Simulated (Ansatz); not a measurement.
Generalised stacking fault of PbS (rock salt) on the {100} plane. The cell below holds the perfect crystal with the plane normal along z; tilting its third vector by the shift puts one fault into each cell, between planes 3.00 Å apart, at fixed cell height.

```
CELL_PARAMETERS angstrom
      4.24904     0.00000     0.00000
      0.00000     4.24904     0.00000
      2.12452     2.12452     9.01356
ATOMIC_POSITIONS crystal
  S  0.00000 0.00000 0.83333
  S  0.33333 0.33333 0.16667
  S  0.66667 0.66667 0.50000
  Pb 0.50000 0.50000 0.83333
  Pb 0.83333 0.83333 0.16667
  Pb 0.16667 0.16667 0.50000
```

In-plane vectors a = (4.249, 0.000) Å, b = (0.000, 4.249) Å, area 18.05 Å². The shift is s times the vector a + b (length 6.009 Å), so s = 1 restores the start. The shift is rigid: no atom relaxes. γ = [E(shift) − E(0)] / area.

Method: PBE (plane waves to 420 eV, PAW, scalar-relativistic; Ansatz, a program for electronic structure). k mesh 7×7×7 (Γ-centred), Fermi-Dirac smearing 0.05 eV. E is the zero-smearing estimate. As the smearing reaches across the gap at some points, the k mesh leaves noise in γ, roughly 0.02 J/m² as judged from a few cases. Faults lie only 9.0 Å apart, and holding the cell height and the atoms raises γ above its relaxed value. PbS was relaxed with its symmetry unable to fall. Spin-orbit coupling is left out, though Pb is heavy. The PAW data are Ansatz's earlier set. The zero of γ is zero shift. The last digit holds for this mesh only.

```csv
s,γ (J/m²)
0.000,0.00
0.083,0.07
0.167,0.25
0.250,0.51
0.333,0.82
0.417,1.09
0.500,1.20
0.583,1.09
0.667,0.82
0.750,0.51
0.833,0.25
0.917,0.07
```

Task: Does γ have a local minimum between the ends of the line, and at which s?

Result: No computed point is one.

Task: By a periodic cubic spline through the points, what shear stress does the steepest rise of γ from s = 0 correspond to?

Result: 6.4 GPa. A slope of 1 mJ/m² per Å is 0.01 GPa.

(The slope of γ gives the shear force per area between the displaced halves; near zero shift its curvature is an elastic stiffness.)
